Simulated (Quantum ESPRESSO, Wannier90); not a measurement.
## Wannierisation of TlI (CsCl type)

```yaml
crystal:
  lattice:
    - [4.23821, 0.00000, 0.00000]
    - [0.00000, 4.23821, 0.00000]
    - [0.00000, 0.00000, 4.23821]
  atoms:
    - { symbol: Tl, position: [0.00000, 0.00000, 0.00000] }
    - { symbol: I, position: [0.50000, 0.50000, 0.50000] }
```

Structure: Materials Project mp-23197, symmetrised, not relaxed again. COD (Crystallography Open Database) has the formula in 2 space groups, this one among them (matched by group alone). Computed values, not measurements, from PBEsol: Quantum ESPRESSO (norm-conserving PseudoDojo potentials, cutoff 56 Ry, spinors with spin-orbit coupling) on a Γ-centred 6×6×6 mesh, then Wannier90. Density: 8×8×8 mesh, Gaussian smearing 0.01 Ry.

Base run: 14 functions from bands 13-40 of the 40 computed, start hydrogen-like Tl: s;p; I: p, centres 0.05 Å off the atoms, frozen window up to 2.29 eV relative to the valence-band maximum, outer window open. One setting was then changed (edges relative to the valence-band maximum; misfit to pw.x on a path, for states up to 1.8 eV relative to the valence-band maximum).

```csv
run,Ω_I (Å²),rms misfit (meV),worst (meV)
base,27.87,9.1,72
changed,31.57,3.6,27
```

Question: Which change was made?
(A) frozen window to 0.29 eV
(B) frozen window to 1.79 eV
(C) no frozen window
(D) only the lowest 21 of the kept bands

Answer: D, only the lowest 21 of the kept bands. The others give:

| run | Ω_I (Å²) | rms misfit (meV) | worst (meV) |
|---|---|---|---|
| frozen window to 1.79 eV | 27.75 | 7.9 | 63 |
| frozen window to 0.29 eV | 27.38 | 112 | 587 |
| no frozen window | 25.74 | 323 | 922 |
